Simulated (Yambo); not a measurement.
CsCdCl$_{3}$ (cubic perovskite, space group Pm-3m, No. 221), G0W0@LDA (Yambo, plasmon pole, terminator in G, 2×2×2 mesh): gap R → Γ in eV by bands and screening block.

```
bands (W and G)  2 Ry  3 Ry  5 Ry  6 Ry  8 Ry
---------------  ----  ----  ----  ----  ----
60               4.14  4.13  4.14  4.15  4.16
95               3.92  3.92  3.96  3.98  4.01
144                 …  3.74  3.78  3.81     …
207              3.67  3.66  3.69  3.71     …
268              3.64  3.62  3.64  3.67  3.73
```

Problem. Estimate the withheld gaps from their neighbours; the computed values follow.

Solution. 
- 144, 2 Ry: 3.75
- 144, 8 Ry: 3.85
- 207, 8 Ry: 3.76

The largest settings aren't shown to be the converged limit.

Spin-orbit coupling is not included.

Geometry of the Materials Project entry, not relaxed at this level; primitive cell a = b = c = 5.264 Å, α = β = γ = 90.00°.
